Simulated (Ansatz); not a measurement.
Starting cell, SiO₂ (rutile):

```xyz
6
Lattice="4.1848 0.0000 0.0000 0.0000 4.1848 0.0000 0.0000 0.0000 2.6684" Properties=species:S:1:pos:R:3 pbc="T T T"
Si     2.0924     2.0924     1.3342
Si     0.0000     0.0000     0.0000
O      3.3733     3.3733     1.3342
O      1.2810     2.9038     0.0000
O      2.9038     1.2810     0.0000
O      0.8114     0.8114     1.3342
```

The atoms are displaced by Q × the pattern below (from a DFPT mode at Γ, largest move 1; Q in Å), at fixed cell.

```json
[
 {"atom": "Si1", "x": "0.000", "y": "0.000", "z": "0.487"},
 {"atom": "Si2", "x": "0.000", "y": "0.000", "z": "-0.487"},
 {"atom": "O3", "x": "0.000", "y": "0.000", "z": "1.000"},
 {"atom": "O4", "x": "0.000", "y": "0.000", "z": "-1.000"},
 {"atom": "O5", "x": "0.000", "y": "0.000", "z": "-1.000"},
 {"atom": "O6", "x": "0.000", "y": "0.000", "z": "1.000"}
]
```

Level of theory: r2SCAN (plane waves to 500 eV, PAW, scalar-relativistic; Ansatz, a quantum-chemistry and plane-wave program). k mesh 8×8×12 (Γ-centred), Fermi-Dirac smearing 0.05 eV. SiO2 was relaxed with its symmetry unable to fall. The PAW data are Ansatz's earlier set.

At one point of the scan the forces (eV/Å) are:

```json
[
 {"atom": "Si1", "Fx": "0.000", "Fy": "0.000", "Fz": "3.620"},
 {"atom": "Si2", "Fx": "0.000", "Fy": "0.000", "Fz": "-3.620"},
 {"atom": "O3", "Fx": "-0.748", "Fy": "-0.748", "Fz": "4.063"},
 {"atom": "O4", "Fx": "-0.748", "Fy": "0.748", "Fz": "-4.063"},
 {"atom": "O5", "Fx": "0.748", "Fy": "-0.748", "Fz": "-4.063"},
 {"atom": "O6", "Fx": "0.748", "Fy": "0.748", "Fz": "4.063"}
]
```

Task: Which point is it?
A. Q = -0.030 Å
B. Q = -0.180 Å
C. Q = -0.150 Å
D. Q = -0.120 Å

Result: D, Q = -0.120 Å

(For displaced atoms, the force is minus the slope of the energy, and its curvature is a force constant, which sets phonon frequencies.)
